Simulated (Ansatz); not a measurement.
# Compressing KHgF3: a fit and a missing row

KHgF3, Pm-3m, a = 4.519 Å. The structure is a COD entry; whether it is the stable form wasn't checked. Ansatz: r2SCAN, PAW, 500 eV, Γ-centred 6×6×6 mesh on 5 atoms, Gaussian smearing 0.02 eV; no spin polarisation. Shape and atoms are relaxed at each volume; pressure is positive in compression.

```tsv
V (Å³/atom)	P (GPa)
16.237	?
16.791	7.14
17.345	4.32
17.898	1.96
18.452	-0.01
19.005	-1.66
19.559	-3.04
20.297	-4.54
```

**Question.** Take V0 = 18.452 Å³/atom, count pressures from its P0 = -0.01 GPa, fit the third-order Birch–Murnaghan form to the other rows, and predict the missing pressure.

**Answer.** With the Eulerian strain f = ½[(V0/V)^(2/3) − 1] and y = (P − P0)/[3f(1 + 2f)^(5/2)], the form is the line y = B0 + 1.5 B0 (B0′ − 4) f. Rows (f, y): 0.03245, 62.8; 0.02105, 61.9; 0.01027, 60.8; -0.00975, 59.3; -0.01905, 58.4; -0.03078, 57.5. Means f = 0.0006983, y = 60.117; Σ(Δf)² = 0.003004, ΣΔfΔy = 0.2528; the slope is their ratio. y = 60.06 + 84.17 f GPa, so B0 = 60.1 GPa and B0′ = 4 + 2 × (84.17)/(3 × 60.06) = 4.93. At V = 16.237, f = 0.04450, y = 63.81 and P = 10.53 GPa. The run gave 10.53 GPa, the same to the digits shown.

Spin–orbit coupling is left out, which can shift energies with elements as heavy as these.

Symmetry holds off the tilts and polar distortions that many cubic perovskites undergo.

Cost: 8 runs of about 3 core-minutes in all, on Intel Xeon 6975P-C (Granite Rapids) (shared hosts).